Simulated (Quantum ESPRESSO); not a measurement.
Zn2AlS3Cl, finding a planted mistake in a log

Simulated, not a measurement. The program is pw.x of Quantum ESPRESSO 7.5 (plane-wave density functional theory). The cell is made up: 7 atoms on a wurtzite lattice with one site empty, with randomly drawn elements, strain and displacements, not relaxed. PseudoDojo standard norm-conserving files (v0.5 for PBE, v0.4.1 for LDA and PBEsol) set the functional; there is no spin polarisation, spin-orbit coupling or dispersion term, and the masses in the input are unused placeholders.

Intended input:

```
&control calculation='scf', pseudo_dir='./dojo.nc.sr.pbe.v0_5.standard.upf', outdir='./o', disk_io='medium', tprnfor=.true., tstress=.true. /
&system ibrav=0, nat=7, ntyp=4, nbnd=40, ecutwfc=84.00895049, nosym=.true., tot_charge=0,
 occupations='smearing', smearing='fd', degauss=0.0018374661
/
&electrons conv_thr=7.350e-09, electron_maxstep=60, /
ATOMIC_SPECIES
Al 1.0 Al.upf
Cl 1.0 Cl.upf
S 1.0 S.upf
Zn 1.0 Zn.upf
CELL_PARAMETERS angstrom
3.8073 0.0044 0.0447
0.0076 6.5028 0.1064
0.0731 0.1003 6.1144
ATOMIC_POSITIONS angstrom
Zn 1.9333 3.2825 0.0956
Al 1.9121 1.0831 3.0688
Zn 0.1088 4.3993 3.0994
S 0.0381 0.0074 2.2718
S 1.9238 3.281 2.392
Cl 1.9837 1.1594 5.3856
S 0.0754 4.4411 5.3974
K_POINTS automatic
5 4 4 1 1 1
```

The log is shortened where brackets say so; the opening notice, blank lines, dates and the lines on written files are dropped, and the path of the files is cut. It prints rydbergs, bohrs and kilobars, and counts compression as positive stress. Where no state is partly filled, the Fermi energy that it prints is only some level between the filled and the empty states on the mesh, and need not lie in the true gap.

Log of the intended run:

```
     Program PWSCF v.7.5
     Parallel version (MPI & OpenMP), running on       1 processor cores
     Number of MPI processes:                 1
     Threads/MPI process:                     1
     [start-up lines left out]
     bravais-lattice index     =            0
     lattice parameter (alat)  =       7.1953  a.u.
     unit-cell volume          =    1021.1511 (a.u.)^3
     number of atoms/cell      =            7
     number of atomic types    =            4
     number of electrons       =        68.00
     number of Kohn-Sham states=           40
     kinetic-energy cutoff     =      84.0090  Ry
     charge density cutoff     =     336.0358  Ry
     scf convergence threshold =      7.3E-09
     mixing beta               =       0.7000
     number of iterations used =            8  plain     mixing
     Exchange-correlation= PBE
                           (   1   4   3   4   0   0   0)
     [axes and pseudopotential details left out]
   Cartesian axes
     site n.     atom                  positions (alat units)
         1        Zn     tau(   1) = (   0.5077523   0.8620995   0.0251079  )
         2        Al     tau(   2) = (   0.5021845   0.2844600   0.8059744  )
         3        Zn     tau(   3) = (   0.0285747   1.1554104   0.8140111  )
         4        S      tau(   4) = (   0.0100064   0.0019435   0.5966543  )
         5        S      tau(   5) = (   0.5052573   0.8617056   0.6282230  )
         6        Cl     tau(   6) = (   0.5209891   0.3044991   1.4144473  )
         7        S      tau(   7) = (   0.0198027   1.1663885   1.4175464  )
     number of k points=    40  Fermi-Dirac smearing, width (Ry)=  0.0018
                       cart. coord. in units 2pi/alat
        k(    1) = (   0.0990378   0.0718401   0.0754776), wk =   0.0500000
        k(    2) = (   0.0972122   0.0692940   0.2312215), wk =   0.0500000
     [further k points left out]
     Dense  grid:   106169 G-vectors     FFT dimensions: (  45,  72,  72)
     Estimated max dynamical RAM per process >     142.19 MB
     Initial potential from superposition of free atoms
     starting charge      67.9972, renormalised to      68.0000
     Starting wfcs are   40 randomized atomic wfcs
     total cpu time spent up to now is       15.7 secs
     per-process dynamical memory:   106.0 Mb
     Self-consistent Calculation
     iteration #  1     ecut=    84.01 Ry     beta= 0.70
     Davidson diagonalization with overlap
     ethr =  1.00E-02,  avg # of iterations =  4.8
     Threshold (ethr) on eigenvalues was too large:
     Diagonalizing with lowered threshold
     Davidson diagonalization with overlap
     ethr =  5.99E-04,  avg # of iterations =  2.0
     total cpu time spent up to now is       85.8 secs
     total energy              =    -939.93598767 Ry
     estimated scf accuracy    <       0.39227408 Ry
     iteration #  2     ecut=    84.01 Ry     beta= 0.70
     Davidson diagonalization with overlap
     ethr =  5.77E-04,  avg # of iterations =  4.1
     total cpu time spent up to now is      126.4 secs
     total energy              =    -940.03252352 Ry
     estimated scf accuracy    <       0.22831600 Ry
     [iterations 3 to 8 left out]
     iteration #  9     ecut=    84.01 Ry     beta= 0.70
     Davidson diagonalization with overlap
     ethr =  1.75E-10,  avg # of iterations =  2.0
     total cpu time spent up to now is      368.2 secs
     total energy              =    -940.08614630 Ry
     estimated scf accuracy    <       0.00000001 Ry
     iteration # 10     ecut=    84.01 Ry     beta= 0.70
     Davidson diagonalization with overlap
     ethr =  1.76E-11,  avg # of iterations =  3.0
     total cpu time spent up to now is      394.6 secs
     End of self-consistent calculation
     [lines on levels left out]
     the Fermi energy is     6.6899 ev
!    total energy              =    -940.08614630 Ry
     estimated scf accuracy    <          2.2E-09 Ry
     smearing contrib. (-TS)   =       0.00000000 Ry
     internal energy E=F+TS    =    -940.08614630 Ry
     The total energy is F=E-TS. E is the sum of the following terms:
     one-electron contribution =    -895.21532457 Ry
     hartree contribution      =     461.80760047 Ry
     xc contribution           =    -119.95346844 Ry
     ewald contribution        =    -386.72495377 Ry
     convergence has been achieved in  10 iterations
     Forces acting on atoms (cartesian axes, Ry/au):
     atom    1 type  4   force =    -0.00797860    0.02442286   -0.03572452
     atom    2 type  1   force =     0.00602762    0.00245036    0.03577484
     atom    3 type  4   force =    -0.02248229   -0.02068760    0.04336612
     atom    4 type  3   force =    -0.00530143    0.05300037   -0.01302867
     atom    5 type  3   force =     0.02427971   -0.03411986   -0.00328563
     atom    6 type  2   force =    -0.00224236   -0.01622086   -0.03971392
     atom    7 type  3   force =     0.00769737   -0.00884527    0.01261180
     Total force =     0.113955     Total SCF correction =     0.000456
     Computing stress (Cartesian axis) and pressure
          total   stress  (Ry/bohr**3)                   (kbar)     P=       10.27
  -0.00004509  -0.00002422  -0.00006564           -6.63       -3.56       -9.66
  -0.00002422   0.00019781  -0.00003657           -3.56       29.10       -5.38
  -0.00006564  -0.00003657   0.00005679           -9.66       -5.38        8.35
     init_run     :     14.88s CPU     15.43s WALL (       1 calls)
     electrons    :    354.65s CPU    378.90s WALL (       1 calls)
     forces       :      3.52s CPU      3.58s WALL (       1 calls)
     stress       :     13.11s CPU     13.19s WALL (       1 calls)
     [timing details left out]
     PWSCF        :   6m26.47s CPU   6m51.53s WALL
     JOB DONE.
```

A second run was made from an input with one planted mistake. Its log:

```
     Program PWSCF v.7.5
     Parallel version (MPI & OpenMP), running on       1 processor cores
     Number of MPI processes:                 1
     Threads/MPI process:                     1
     [start-up lines left out]
     bravais-lattice index     =            0
     lattice parameter (alat)  =       7.1953  a.u.
     unit-cell volume          =    1021.1511 (a.u.)^3
     number of atoms/cell      =            7
     number of atomic types    =            4
     number of electrons       =        68.00
     number of Kohn-Sham states=           58
     kinetic-energy cutoff     =      84.0090  Ry
     charge density cutoff     =     336.0358  Ry
     scf convergence threshold =      7.3E-09
     mixing beta               =       0.7000
     number of iterations used =            8  plain     mixing
     Exchange-correlation= PBE
                           (   1   4   3   4   0   0   0)
     [axes and pseudopotential details left out]
   Cartesian axes
     site n.     atom                  positions (alat units)
         1        Zn     tau(   1) = (   0.5077523   0.8620995   0.0251079  )
         2        Al     tau(   2) = (   0.5021845   0.2844600   0.8059744  )
         3        Zn     tau(   3) = (   0.0285747   1.1554104   0.8140111  )
         4        S      tau(   4) = (   0.0100064   0.0019435   0.5966543  )
         5        S      tau(   5) = (   0.5052573   0.8617056   0.6282230  )
         6        Cl     tau(   6) = (   0.5209891   0.3044991   1.4144473  )
         7        S      tau(   7) = (   0.0198027   1.1663885   1.4175464  )
     number of k points=    40  Fermi-Dirac smearing, width (Ry)=  0.0323
                       cart. coord. in units 2pi/alat
        k(    1) = (   0.0990378   0.0718401   0.0754776), wk =   0.0500000
        k(    2) = (   0.0972122   0.0692940   0.2312215), wk =   0.0500000
     [further k points left out]
     Dense  grid:   106169 G-vectors     FFT dimensions: (  45,  72,  72)
     Estimated max dynamical RAM per process >     160.78 MB
     Initial potential from superposition of free atoms
     starting charge      67.9972, renormalised to      68.0000
     Starting wfcs are   40 randomized atomic wfcs +   18 random wfcs
     total cpu time spent up to now is       14.7 secs
     per-process dynamical memory:    93.2 Mb
     Self-consistent Calculation
     iteration #  1     ecut=    84.01 Ry     beta= 0.70
     Davidson diagonalization with overlap
     ethr =  1.00E-02,  avg # of iterations =  8.1
     Threshold (ethr) on eigenvalues was too large:
     Diagonalizing with lowered threshold
     Davidson diagonalization with overlap
     ethr =  5.67E-04,  avg # of iterations =  1.7
     total cpu time spent up to now is      103.7 secs
     total energy              =    -939.94648301 Ry
     estimated scf accuracy    <       0.38394236 Ry
     iteration #  2     ecut=    84.01 Ry     beta= 0.70
     Davidson diagonalization with overlap
     ethr =  5.65E-04,  avg # of iterations =  3.0
     total cpu time spent up to now is      139.4 secs
     total energy              =    -940.02795792 Ry
     estimated scf accuracy    <       0.24953038 Ry
     [iterations 3 to 9 left out]
     iteration # 10     ecut=    84.01 Ry     beta= 0.70
     Davidson diagonalization with overlap
     ethr =  7.25E-11,  avg # of iterations =  2.6
     total cpu time spent up to now is      432.3 secs
     total energy              =    -940.09063245 Ry
     estimated scf accuracy    <          8.2E-09 Ry
     iteration # 11     ecut=    84.01 Ry     beta= 0.70
     Davidson diagonalization with overlap
     ethr =  1.21E-11,  avg # of iterations =  2.3
     total cpu time spent up to now is      473.7 secs
     End of self-consistent calculation
     [lines on levels left out]
     the Fermi energy is     6.8013 ev
!    total energy              =    -940.09063245 Ry
     estimated scf accuracy    <          3.0E-10 Ry
     smearing contrib. (-TS)   =      -0.02137435 Ry
     internal energy E=F+TS    =    -940.06925809 Ry
     The total energy is F=E-TS. E is the sum of the following terms:
     one-electron contribution =    -895.10479017 Ry
     hartree contribution      =     461.70784549 Ry
     xc contribution           =    -119.94735964 Ry
     ewald contribution        =    -386.72495377 Ry
     convergence has been achieved in  11 iterations
     Forces acting on atoms (cartesian axes, Ry/au):
     atom    1 type  4   force =    -0.00793530    0.02208911   -0.03302599
     atom    2 type  1   force =     0.00596801   -0.00061511    0.03211620
     atom    3 type  4   force =    -0.02236610   -0.01864576    0.03977313
     atom    4 type  3   force =    -0.00533019    0.05183272   -0.01205499
     atom    5 type  3   force =     0.02417510   -0.03166932   -0.00256693
     atom    6 type  2   force =    -0.00216439   -0.01439691   -0.03670200
     atom    7 type  3   force =     0.00765286   -0.00859474    0.01246059
     Total force =     0.106957     Total SCF correction =     0.000057
     Computing stress (Cartesian axis) and pressure
          total   stress  (Ry/bohr**3)                   (kbar)     P=       12.86
  -0.00001928  -0.00002466  -0.00006452           -2.84       -3.63       -9.49
  -0.00002466   0.00020478  -0.00004046           -3.63       30.12       -5.95
  -0.00006452  -0.00004046   0.00007670           -9.49       -5.95       11.28
     init_run     :     12.00s CPU     14.53s WALL (       1 calls)
     electrons    :    421.22s CPU    458.99s WALL (       1 calls)
     forces       :      4.80s CPU      4.85s WALL (       1 calls)
     stress       :     23.42s CPU     23.53s WALL (       1 calls)
     [timing details left out]
     PWSCF        :   7m41.84s CPU   8m24.26s WALL
     JOB DONE.
```

Question: what was wrong in the second input?

Answer: the smearing is too wide. The input lines that differ, file-writing options aside:

```
- &system ibrav=0, nat=7, ntyp=4, nbnd=40, ecutwfc=84.00895049, nosym=.true., tot_charge=0,
+ &system ibrav=0, nat=7, ntyp=4, nbnd=58, ecutwfc=84.00895049, nosym=.true., tot_charge=0,
-  occupations='smearing', smearing='fd', degauss=0.0018374661
+  occupations='smearing', smearing='fd', degauss=0.0323394035
```

|  | intended run | run with the mistake |
| --- | --- | --- |
| free energy (eV) | -12790.524 | -12790.585 |
| smearing term -TS (eV) | 0.0000 | -0.2908 |
| pressure (GPa) | 1.03 | 1.29 |
| largest force component (eV/Å) | 1.363 | 1.333 |
| largest change of a force component (eV/Å) |  | 0.094 |
| iterations | 10 | 11 |

For scale, a rerun of the intended cell at 1437 eV and a 7 x 6 x 6 mesh moved values by no more than 0.005 eV in energy, 0.05 GPa in stress and 0.002 eV/Å in force. The number of bands, nbnd, was set by rule from the electron count and the smearing, so it follows the mistake.